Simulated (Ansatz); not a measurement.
The elements of this relaxed trial crystal are hidden behind letters.

```
lattice vectors (Å)
   3.1717    0.0000    0.0000
   0.0000    3.1717    0.0000
   0.0000    0.0000    8.1768
fractional positions
X 0.0000 0.0000 0.5000
Z 0.5000 0.5000 0.2299
Z 0.5000 0.5000 0.7701
Q 0.5000 0.5000 0.0000
Q 0.5000 0.5000 0.5000
```

These are results of DFT PBE, scalar-relativistic, plane waves, PAW (Ansatz), not measurements. Cutoff 420 eV, Γ-centred 12×12×6 mesh (5-atom cell), Gaussian smearing of 0.10 eV, collinear spin.

| Quantity | Value |
| --- | --- |
| Space group | P4/mmm (No. 123) |
| Conventional cell | a = 3.172 Å, c = 8.177 Å |
| Volume per atom | 16.45 Å³ |
| Density | 8.47 g/cm³ |
| Formation energy | −0.97 eV/atom |
| Gap on the 12×12×6 mesh of the 5-atom cell | 0 eV (a metal) |
| Net moment per atom | 0.13 μB |

Energies are uncorrected and count from the elements' standard states at the same level.

Q: X is a lanthanide, Z is a d-block element of period 5 and Q is a p-block element of period 2. Which elements are they?

A: X = Lu, Z = Pd, Q = O, so the formula is LuPd2O2. Density times volume gives a mean mass of 8.47 × 16.45/1.6605 = 83.9 u per atom, and this set has 84.0 u. Around Lu lie 4 O at 2.24 Å and 8 Pd at 3.15 Å; around Pd lie 1 O at 1.88 Å, 1 O at 2.21 Å and 4 Lu at 3.15 Å; O on its first site has 2 Pd at 1.88 Å; 1 more site not described. Other sets within the hints have nearly the same mass, so mass alone doesn't settle it; this one was computed.

Another magnetic order may lie lower. Symmetry constrained the relaxation, so the result can be a saddle point. Another cell of LuPd2O2 relaxed alike, in P-3m1, lies 0.39 eV/atom lower, so this cell isn't the stable form at this level.
